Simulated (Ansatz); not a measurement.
WO₃:
```
WO3
1.0
    5.31463     0.00000     0.00000
    0.00000     5.31463     0.00000
    0.00000     0.00000     3.93287
W O
2 6
Direct
  0.50000   0.00000   0.93560
  0.00000   0.50000   0.06440
  0.50000   0.00000   0.48942
  0.00000   0.50000   0.51058
  0.25000   0.25000   0.00000
  0.25000   0.75000   0.00000
  0.75000   0.75000   0.00000
  0.75000   0.25000   0.00000
```

Relaxed with PBEsol.

### Question
Give the Bader charges and basin volumes of the independent atoms, PBEsol in the plane-wave PAW code Ansatz.

### Answer


```tsv
atom	Bader charge (e)	Bader volume (Å³)
W1	+3.04	9.3
O3	-0.96	15.2
O5	-1.04	14.5
```

Space group P4/nmm. The workflow started from a Materials Project entry (that database holds measured and hypothetical structures alike); the Crystallography Open Database files this formula in space group No. 129, but the cells were not matched. Its standing as an ambient phase is unchecked. The PBEsol relaxation kept the symmetry of its start; its stability against distortions is not shown here. No spin polarisation was allowed. No Hubbard U is applied. Spin–orbit coupling is left out wherever it is not named.

Potentials: the later of the program's two PAW sets.
